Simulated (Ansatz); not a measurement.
Stability checks on a candidate for TiAl4Ni3

It was reached by relaxing an invented guess, and it needn't be the stable form of this composition.

All numbers below come from DFT PBE, scalar-relativistic, plane waves, PAW (Ansatz 0.2.0). Settings of the last relaxation (8-atom cell): 420 eV, 14×14×4 k points, Gaussian smearing of 0.10 eV, no spin polarisation.

Space group P4/mmm (No. 123). a = 2.880 Å, b = 2.880 Å, c = 12.668 Å, α = 90.00°, β = 90.00°, γ = 90.00°
| atom | site | symmetry | x | y | z |
| --- | --- | --- | --- | --- | --- |
| Ti | 1c | 4/mmm | 0.5000 | 0.5000 | 0.0000 |
| Al | 2g | 4mm | 0.0000 | 0.0000 | 0.8443 |
| Al | 2g | 4mm | 0.0000 | 0.0000 | 0.3854 |
| Ni | 2h | 4mm | 0.5000 | 0.5000 | 0.2710 |
| Ni | 1d | 4/mmm | 0.5000 | 0.5000 | 0.5000 |

The zero of energy is the elements' standard structures at the same level; no fitted shifts are applied.

Question: These tests were run: energy against the elements; random kick, then relaxation without symmetry; phonons at Γ; elastic tensor. What do they show?

Answer:

```csv
test,result
energy against the elements,−0.59 eV/atom
"random kick, then relaxation without symmetry",returns
phonons at Γ,lowest optical mode 109 cm⁻¹
elastic tensor,least eigenvalue 62 GPa
```

It fails none of these tests. Other phases of the system weren't compared here, so this isn't yet thermodynamic stability. Phonons away from Γ weren't computed.

Trial moments died out on the coarse mesh, so the last step has no spin; another magnetic start might hold. The kick test ran on a coarse mesh. The run for the phonons used a 14×14×4 k mesh and Fermi–Dirac smearing of 0.15 eV. The run for the elastic tensor used a 14×14×4 k mesh and Fermi–Dirac smearing of 0.15 eV.
